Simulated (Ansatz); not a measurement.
V5Si3 (space group I4/mcm)

```
V5Si3
1.0
   -4.65442     4.65442     2.33863
    4.65442    -4.65442     2.33863
    4.65442     4.65442    -2.33863
V Si
10 6
Direct
  0.77510   0.07473   0.84983
  0.22490   0.92527   0.15017
  0.07473   0.22490   0.29963
  0.92527   0.77510   0.70037
  0.72490   0.57473   0.29963
  0.27510   0.42527   0.70037
  0.42527   0.72490   0.15017
  0.57473   0.27510   0.84983
  0.25000   0.75000   0.50000
  0.75000   0.25000   0.50000
  0.16601   0.66601   0.83203
  0.83399   0.33399   0.16797
  0.66601   0.83399   0.50000
  0.33399   0.16601   0.50000
  0.75000   0.75000   0.00000
  0.25000   0.25000   0.00000
```

E(V) scan at fixed shape, V₀ the volume above. The atoms relax within the cell's symmetry.

Computed with PBEsol (plane waves to 420 eV, PAW, scalar-relativistic; Ansatz, a first-principles code). k mesh 9×9×9 (Γ-centred), Fermi-Dirac smearing 0.05 eV. The energy includes the smearing's −TS. Compression counts positive. Left out: 2 of 9 points, with atoms too close for the PAW data. With the shape held, the modulus is that of even scaling; a crystal free to change shape is softer. V5Si3 is run without spin polarisation. V5Si3 was relaxed with its symmetry unable to fall. ΔE is measured from the relaxed starting cell. The last digit holds for this mesh only.

```tsv
V (Å³/atom)	ΔE (meV/atom)
12.033	withheld
12.349	5.4
12.666	0.0
12.982	4.9
13.299	18.9
13.616	40.8
13.932	69.6
```

Problem. Fit a third-order Birch-Murnaghan form (E₀, V₀, B₀, B₀′ free) to the given rows and predict ΔE at V = 12.033.

Solution. Least squares on the 6 given rows: ΔE = E₀ + (9V₀B₀/16)·y²·[2 + (B₀′ − 4)y], y = (V₀/V)^(2/3) − 1, with V₀ = 12.666 Å³/atom, B₀ = 208.6 GPa (160.2 GPa = 1 eV/Å³; the term in eV is multiplied by 1000), B₀′ = 4.29, E₀ = 0.00 meV/atom; root-mean-square residual 0.02 meV/atom. At 12.033 the fit gives 22.5 meV/atom; the calculation gives 22.5 meV/atom, the same to the digits shown. For the pressure the fit gives 11.9 GPa against the computed 11.9 GPa.

(Under strain, the slope of the energy per volume gives the stress and its curvature an elastic modulus.)
